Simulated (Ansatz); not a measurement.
A distorted cell of LaTl₃ (Cu3Au type):

```
LaTl3
1.0
    9.47588     0.00000     0.00000
    0.00000     4.73794     0.00000
    0.00000     0.00000     4.73794
La Tl
2 6
Direct
  0.00000   0.00000   0.00000
  0.50000   0.00000   0.00000
  0.00000   0.50000   0.50000
  0.50000   0.50000   0.50000
  0.23100   0.00000   0.50000
  0.76900   0.00000   0.50000
  0.26900   0.50000   0.00000
  0.73100   0.50000   0.00000
```

Method: LDA (plane waves to 420 eV, PAW, scalar-relativistic; Ansatz, an electronic-structure program). k mesh 5×10×10 (Γ-centred), Fermi-Dirac smearing 0.05 eV. Compression counts positive. With partly filled bands, energies and forces of such displacements shift with the k mesh and the smearing. LaTl3 is run without spin polarisation. LaTl3 was relaxed with its symmetry unable to fall. Spin-orbit coupling is left out, though Tl is heavy.

Task: Predict the force on every atom, in eV/Å.

Result: 
```
atom      Fx     Fy     Fz
----  ------  -----  -----
La1    0.000  0.000  0.000
La2    0.000  0.000  0.000
Tl3    0.000  0.000  0.000
Tl4    0.000  0.000  0.000
Tl5    0.661  0.000  0.000
Tl6   -0.661  0.000  0.000
Tl7   -0.661  0.000  0.000
Tl8    0.661  0.000  0.000
```

Task: Give the stress tensor in GPa and the pressure.

Result: 
```
    0.8      0.0      0.0
    0.0      0.5      0.0
    0.0      0.0      0.5
```
The pressure, a third of the trace, is 0.6 GPa.

(A displaced cell: forces are minus the slopes of the energy, force constants its curvatures, and phonons follow from these.)
